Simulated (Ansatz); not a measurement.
Zr (P6_3/mmc), two-dimensional strain map

Computed with DFT PBE, scalar-relativistic, plane waves, PAW (Ansatz). Cutoff 420 eV, Γ-centred 18×18×10 k-points, Gaussian smearing of 0.15 eV. No spin polarisation. Energies are free energies at this smearing, counted from the undisturbed cell; pressure is positive in compression.

Zero of the scan (as given, not relaxed at this level; it stands at 0.5 GPa):

```
CELL_PARAMETERS angstrom
3.23200 0.00000 0.00000
-1.61600 2.79899 0.00000
0.00000 0.00000 5.14700
ATOMIC_POSITIONS crystal
Zr 0.33333 0.66667 0.25000
Zr 0.66667 0.33333 0.75000
```

The cell is strained by p along both x and y and by q along z, fractional coordinates fixed. Points are written (p, q).

Energy above the undisturbed cell in meV/atom (a dash: not computed):

```
 p \ q  -0.030  -0.015  0.000  0.030
-0.030    65.9    45.5   31.4   19.6
 0.000       ?       –    0.0      ?
 0.030    21.5       –   23.6   46.1
```

Task: Fill in the withheld energies.

Result: (0.000, -0.030): 14.9; (0.000, 0.030): 6.8.